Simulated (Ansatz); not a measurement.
Find the missing element

Cell vectors (Å):

```
 2.2581  0.0000  0.0000
-1.1290  1.9556  0.0000
 0.0000  0.0000  3.5503
```

```tsv
atom	a	b	c
X	0.3333	0.6667	0.2500
X	0.6667	0.3333	0.7500
```

Computed with PBEsol, all-electron LAPW in Ansatz 0.2.0, scalar-relativistic. k mesh 16×16×10, Fermi-Dirac smearing of 0.050 eV.

Harmonic phonons of a crystal by Kohn-Sham DFT at the given cell, standard atomic masses, acoustic sum rule imposed; negative wavenumbers are unstable modes.

```tsv
point	q a (r.l.u.)	q b (r.l.u.)	q c (r.l.u.)	branch	phonon wavenumber (cm⁻¹)
Gamma	0	0	0	4	472.5
Gamma	0	0	0	6	701.1
M	0.5	0	0	1	406.2
M	0.5	0	0	2	436.6
M	0.5	0	0	3	582.7
M	0.5	0	0	4	594.5
M	0.5	0	0	5	605.3
M	0.5	0	0	6	620.7
A	0	0	0.5	1	364.8
A	0	0	0.5	5	513
L	0.5	0	0.5	1	496.9
L	0.5	0	0.5	3	520.6
L	0.5	0	0.5	5	661.6
```

**Question.** All X atoms are one element. Which one was computed?

**Answer.** Be; the crystal is Be (P6_3/mmc).

Caveats: responses of metals move with mesh and smearing.
